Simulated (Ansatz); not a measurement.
Here is the system:

Si2W:
```xyz
3
Lattice="-1.6056 1.6056 3.9024 1.6056 -1.6056 3.9024 1.6056 1.6056 -3.9024" Properties=species:S:1:pos:R:3 pbc="T T T"
W      0.0000     0.0000     0.0000
Si     0.0000     0.0000     2.6131
Si     0.0000     0.0000     5.1917
```

This is the r²SCAN-relaxed structure.

Task: All from plane-wave PAW r²SCAN (Ansatz code), unless another level is named. Estimate the electronic character.

Result: metallic (no gap).

Task: And the formation energy from the elements (no fitted shifts)?

Result: -0.31 eV/atom.

Task: Give the density of states at the Fermi level.

Result: 0.06 states/eV per atom (mean over ±0.08 eV).

Space group I4/mmm (MoSi2 or CaC2 type). The r²SCAN relaxation kept the symmetry of its start. The run is not spin-polarised. The references are the lowest solids computed at this level, not always the standard phases. Scalar-relativistic: spin–orbit coupling is off unless named, which matters more the heavier the elements.

Potentials: the later of the program's two PAW sets.
